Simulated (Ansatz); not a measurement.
Consider the following.

VSi:
```
CELL_PARAMETERS angstrom
      0.00000     3.00583     3.00583
      3.00583     0.00000     3.00583
      3.00583     3.00583     0.00000
ATOMIC_POSITIONS crystal
  V  0.00000 0.00000 0.00000
  Si 0.25000 0.25000 0.25000
  V  0.50000 0.50000 0.50000
  Si 0.75000 0.75000 0.75000
```
The run is spin-polarised; directions of the spins, atom by atom: ↑ 0 ↓ 0.

This is the r²SCAN-relaxed structure.

Task: All from r²SCAN (plane waves, PAW; program Ansatz), unless another level is named. Estimate the electronic character.

Result: metallic (no gap).

Task: Predict the density of states at the Fermi level.

Result: 0.31 states/eV per atom (mean over ±0.08 eV).

Task: And the formation energy from the elements (no fitted shifts)?

Result: -0.23 eV/atom.

Space group Pm-3m (CsCl type). The cell is a constructed one: a structure type filled with these elements; neither database checked (COD, Materials Project) lists it. Whether it is the stable phase at ambient conditions was not checked. The r²SCAN relaxation kept the symmetry of its start, as lowered by the spin order. At this level the phase is mechanically unstable. Magnetic state: antiferromagnetic, chosen from 3 collinear starts compared on coarse meshes (ties went to the first, and starts can fall back to one state), not a proven ground state. Other orbital occupations within this spin state were not tried. The references are the lowest solids computed at this level, not always the standard phases.

Potentials: the earlier of the program's two PAW sets.
